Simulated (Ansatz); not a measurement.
**Data sheet: Zr$_{2}$TlC (DFT)**

Zr2TlC:
```xyz
8
Lattice="3.3799 0.0000 0.0000 -1.6900 2.9271 0.0000 0.0000 0.0000 15.0036" Properties=species:S:1:pos:R:3 pbc="T T T"
Zr     0.0000     1.9514     8.7297
Zr     1.6900     0.9757     6.2739
Zr     1.6900     0.9757     1.2279
Zr     0.0000     1.9514    13.7757
Tl     0.0000     1.9514     3.7509
Tl     1.6900     0.9757    11.2527
C      0.0000     0.0000     0.0000
C      0.0000     0.0000     7.5018
```

Space group P6_3/mmc (No. 194); conventional cell a = b = 3.3799 Å, c = 15.0036 Å, α = β = 90.00°, γ = 120.00°.

Method: plane-wave PAW r²SCAN (Ansatz code). Geometry: relaxed at this level of theory. Other levels are named where they apply.

### Cell and energy

```
Property                                                      Result
-----------------------------------------------------  -------------
Volume per atom                                             18.55 Å³
Density                                                   8.92 g/cm³
Formation energy from the elements (no fitted shifts)  -0.76 eV/atom
```

### Electronic structure

```
Property                                                                    Result
------------------------------------  --------------------------------------------
Electronic character                                             metallic (no gap)
Density of states at the Fermi level  0.24 states/eV per atom (mean over ±0.08 eV)
Gap with spin–orbit coupling                                       none (metallic)
```

### Mechanics

```
Quantity                                                                                         Value
--------------------------------------------  --------------------------------------------------------
Bulk modulus (Birch–Murnaghan fit)                                                             124 GPa
Pressure derivative B′                                                                             4.9
Elastic constants (relaxed ions, GPa)         C11 = 261, C12 = 69.2, C13 = 60.5, C33 = 224, C44 = 67.2
Mechanical stability                                            stable (all eigenvalues of C positive)
Hill bulk and shear moduli                                                            125 and 82.0 GPa
Young's modulus                                                                                202 GPa
Poisson's ratio                                                                                   0.23
Debye temperature from the elastic constants                                                     378 K
```

### Phonons

```
Quantity                                       Result
-----------------------------  ----------------------
Highest zone-centre frequency               563 cm^-1
Zone-centre stability          no imaginary mode at Γ
```

### Charges

```
Item                                  Result
-------------  -----------------------------
Bader charges  Zr +1.63, Tl -1.00, C -2.26 e
```

The workflow started from a Materials Project entry (that database holds measured and hypothetical structures alike); the Crystallography Open Database copy checked does not list it. Whether it is the stable phase at ambient conditions was not checked. Symmetry was held in the r²SCAN relaxation. No spin polarisation was allowed. As this level gives no gap, shear constants depend on the k-mesh and smearing (Fermi–Dirac, 0.1 eV here). As this level gives no gap, phonon frequencies hold no LO–TO term and depend on the k-mesh and smearing (Fermi–Dirac, 0.1 eV here). The references are the lowest solids computed at this level, not always the standard phases. Spin–orbit coupling is left out wherever it is not named.

Potentials: the earlier of the program's two PAW sets. The files were generated under PBE; for other functionals the program regenerates the frozen cores, and for LDA and PBEsol the local potential too.
